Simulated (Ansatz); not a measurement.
A distorted cell of AlN (zinc blende):

```yaml
crystal:
  lattice:
    - [0.00000, 2.18491, 2.18491]
    - [2.18491, 0.00000, 2.18491]
    - [2.18491, 2.18491, 0.00000]
  atoms:
    - { symbol: N, position: [0.75000, 0.75000, 0.75000] }
    - { symbol: Al, position: [0.06408, 0.93592, 0.06408] }
```

Method: r2SCAN (plane waves to 500 eV, PAW, scalar-relativistic; Ansatz, a first-principles code). k mesh 10×10×10 (Γ-centred), Fermi-Dirac smearing 0.05 eV. Energies are smeared free energies. Compression counts positive. AlN was relaxed with its symmetry unable to fall.

Q: What forces act on the atoms (eV/Å, Cartesian)?

A: 
```csv
atom,Fx,Fy,Fz
N1,0.000,3.853,0.000
Al2,0.000,-3.853,0.000
```

Q: Give the stress tensor in GPa and the pressure.

A: 
```
   14.6      0.0    -20.6
    0.0     -0.7      0.0
  -20.6      0.0     14.6
```
The pressure, a third of the trace, is 9.5 GPa.

Q: In it atom 2 sits (0.000, 0.280, 0.000) Å away from its relaxed site. What is its energy relative to the relaxed cell?

A: 562 meV/cell.

(A displaced cell: forces are minus the slopes of the energy, force constants its curvatures, and phonons follow from these.)
